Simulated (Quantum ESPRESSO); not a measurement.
## ZnCa2MgO4 (a curve over strain)

Computed values, not a measurement. The program is pw.x of Quantum ESPRESSO 7.5 (plane-wave density functional theory). The cell is made up: 8 atoms on a rocksalt lattice, with randomly drawn elements, strain and displacements, not relaxed. PseudoDojo standard norm-conserving files (v0.5 for PBE, v0.4.1 for LDA and PBEsol) set the functional; there is no spin polarisation, spin-orbit coupling or dispersion term, and the masses in the input are unused placeholders.

Seven runs add a strain to one cell (the same along x and y); the atoms follow the cell and are not relaxed. Stress in the table is positive in tension.

Input of the run at +0.0030:

```
&control calculation='scf', pseudo_dir='./dojo.nc.sr.pbe.v0_5.standard.upf', outdir='./o', disk_io='medium', tprnfor=.true., tstress=.true. /
&system ibrav=0, nat=8, ntyp=4, nbnd=43, ecutwfc=84.00895049, nosym=.true., tot_charge=0,
 occupations='smearing', smearing='fd', degauss=0.0018374661
/
&electrons conv_thr=7.350e-09, electron_maxstep=60, /
ATOMIC_SPECIES
Ca 1.0 Ca.upf
Mg 1.0 Mg.upf
O 1.0 O.upf
Zn 1.0 Zn.upf
CELL_PARAMETERS angstrom
4.5584 0.0607 0.0079
0.0607 4.5505 -0.0336
0.0079 -0.0337 4.4662
ATOMIC_POSITIONS angstrom
Zn -0.1536 -0.1024 -0.0106
Ca -0.0969 2.1998 2.3261
Ca 2.1541 -0.0717 2.359
Mg 2.4741 2.4375 -0.0383
O 2.3977 0.154 0.0302
O 2.2793 2.358 2.2401
O 4.5201 0.1352 2.2961
O 4.7111 2.2835 -0.0727
K_POINTS automatic
4 4 4 1 1 1
```

| added strain | free energy less that of the input shown (eV) | stress xx (GPa) | stress yy (GPa) | stress zz (GPa) | stress xy (GPa) | pressure (GPa) | iterations |
| --- | --- | --- | --- | --- | --- | --- | --- |
| -0.0249 | 0.4779 | -21.71 | -21.37 | -17.04 | 2.84 | 20.04 | 12 |
| -0.0216 | 0.4011 | -20.03 | -19.70 | -16.35 | 2.77 | 18.69 | 12 |
| -0.0039 | 0.0839 | -12.05 | -11.78 | -12.80 | 2.46 | 12.21 | 12 |
| +0.0030 | 0.0000 | -9.38 | -9.12 | -11.50 | 2.35 | 10.00 | 12 |
| +0.0057 | -0.0274 | -8.39 | -8.14 | -11.00 | 2.30 | 9.18 | 12 |
| +0.0138 | -0.0924 | -5.62 | -5.39 | -9.53 | 2.18 | 6.85 | 12 |
| +0.0172 | -0.1124 | -4.53 | -4.31 | -8.93 | 2.13 | 5.93 | 13 |

A cubic fit gives a slope of stress xx against the added strain of 385 GPa at zero added strain, with the atoms clamped. Across the table the free energy follows the integral of the stress to within 2.4 meV. A rerun of one of the cells at 1437 eV and a 6 x 6 x 6 mesh moved values by no more than 0.002 eV in energy, 0.04 GPa in stress and 0.004 eV/Å in force.